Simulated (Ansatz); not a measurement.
The relaxed structure here is a generated cell of Cr2N: the first start was made by a random draw of sites in a space group, and the end was not matched to a known phase here, so it may be hypothetical.

The end point of a relaxation of Cr2N. Space group P4/mmm (No. 123). These are PBE (plane waves to 420 eV, PAW, scalar-relativistic; Ansatz, an electronic-structure program) values and carry that method's errors.

```cif
data_Cr2N
_chemical_formula_sum 'Cr2 N1'
_space_group_name_H-M_alt 'P 1'
_space_group_IT_number 1
_cell_length_a 3.69877
_cell_length_b 3.69877
_cell_length_c 2.54892
_cell_angle_alpha 90.000
_cell_angle_beta 90.000
_cell_angle_gamma 90.000
loop_
_space_group_symop_operation_xyz
  'x, y, z'
loop_
_atom_site_label
_atom_site_type_symbol
_atom_site_fract_x
_atom_site_fract_y
_atom_site_fract_z
_atom_site_occupancy
Cr1 Cr 0.00000 0.50000 0.50000 1
Cr2 Cr 0.50000 0.00000 0.50000 1
N1 N 0.00000 0.00000 0.50000 1
```

Question: What is the computed magnetic moment (PBE)?

Answer: Zero (the starting moments vanished).

No spin polarisation in the result: the starting moments vanished. The relaxed primitive cell holds an odd number of electrons. A magnetic state may lie lower.

The run could not lose the symmetry of its start, so the end can be a saddle point.

All atoms sit on sites fixed by symmetry, so only the cell could relax.
